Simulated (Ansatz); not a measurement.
Consider the following.

GaN:
Space group F-43m (No. 216); a = 4.4554 Å, b = 4.4554 Å, c = 4.4554 Å, α = 90.00°, β = 90.00°, γ = 90.00°

```csv
atom,site,symmetry,x,y,z
N,4c,-43m,0.2500,0.2500,0.2500
Ga,4a,-43m,0.0000,0.0000,0.0000
```
(The calculation used a cell of 2 atoms; values per cell refer to that cell.)

This is the LDA-relaxed structure.

Question: All from plane-wave PAW LDA (Ansatz code), unless another level is named. Predict the hole effective mass, band 2 of 3 at the edge.

Answer: 0.85 along [100], 0.85 along [110], 1.9 along [111] (mₑ).

Question: Predict the hole effective mass, band 3 of 3 at the edge.

Answer: 0.18 along [100], 0.15 along [110], 0.15 along [111] (mₑ).

Question: Give the valence-band maximum.

Answer: at Γ.

The cell was relaxed with LDA under the symmetry of its start; phonons on a q-mesh show no instability. Spin–orbit coupling is left out wherever it is not named.

Potentials: the later of the program's two PAW sets.

Edges and masses are those of Kohn–Sham bands, whose gap is no quasiparticle gap.
